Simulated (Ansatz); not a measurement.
# Relaxing an invented HoSbTe₃ structure

These are results of DFT PBE, scalar-relativistic, plane waves, PAW, and for the lanthanide a 4f-in-core norm-conserving potential (Ansatz), not measurements. Cutoff 690 eV, Gaussian smearing, Γ-centred meshes. Cell and atoms relax first on a coarse mesh and then on a finer one. In between, the cell is made exact in the group found at 0.06 Å. In metals the finer mesh still leaves noise of several meV/atom or more. The steps can't lower the symmetry of their start. No spin polarisation.

The cell of HoSbTe₃ is invented: random cell by space group and Wyckoff sites (Pm-3m, No. 221). The dimensions are guesses.

```
Ho Sb Te
1.0
     5.39050    0.00000    0.00000
     0.00000    5.39050    0.00000
     0.00000    0.00000    5.39050
Ho Sb Te
1 1 3
Direct
  0.50000 0.50000 0.50000
  0.00000 0.00000 0.00000
  0.00000 0.50000 0.50000
  0.50000 0.00000 0.50000
  0.50000 0.50000 0.00000
```

Formation energies are uncorrected and refer to the elements' standard structures at the same level.

Problem. What does it relax into?

Solution. The symmetry stays Pm-3m (No. 221). The end has the cubic perovskite type. The volume per atom grows by 22.5 %, from 31.3 to 38.4 Å³. The shortest distance goes from 2.70 Å (Ho–Te) to 2.88 Å (Ho–Te). The energy falls by about 0.21 eV/atom (the start's value is from the coarse mesh). Conventional cell: a = 5.767 Å. Ho has 6 Te at 2.88 Å; Sb has 12 Te at 4.08 Å (long against covalent radii, as for large ions); Te is surrounded by 2 Ho at 2.88 Å, 4 Sb at 4.08 Å and 8 Te at 4.08 Å.

```xyz
5
Lattice="5.7670 0.0000 0.0000 0.0000 5.7670 0.0000 0.0000 0.0000 5.7670" Properties=species:S:1:pos:R:3 pbc="T T T"
Ho    2.8835    2.8835    2.8835
Sb    0.0000    0.0000    0.0000
Te    0.0000    2.8835    2.8835
Te    2.8835    0.0000    2.8835
Te    2.8835    2.8835    0.0000
```

Problem. Give its energy and gap.

Solution.

| Quantity | Value |
| --- | --- |
| Energy over the elements | +0.01 eV/atom |
| Gap on the 8×8×8 mesh of the 5-atom cell | 0 eV (a metal) |

The formation energy is too near zero to say whether this cell lies below the elements.

The last run used Gaussian smearing of 0.10 eV. The k mesh leaves some 4 meV/atom of noise in the energy of each metallic cell. These runs have no spin–orbit coupling, which can matter for Sb and Te. The reference form of Te is held partly by dispersion forces, which this level lacks. A structure relaxed within its symmetry needn't be a true minimum. Another cell of HoSbTe3 relaxed alike, in P4/mmm, lies 105 meV/atom lower, so this cell isn't the stable form at this level.

The lanthanide is trivalent by construction, without f bands, f moments or other valences. The reference runs of the other elements, and any phases without the lanthanide, used 420 eV, which shifts energies against them by under 10 meV/atom. The lanthanide's reference is the lowest of its hcp, dhcp and fcc cells.
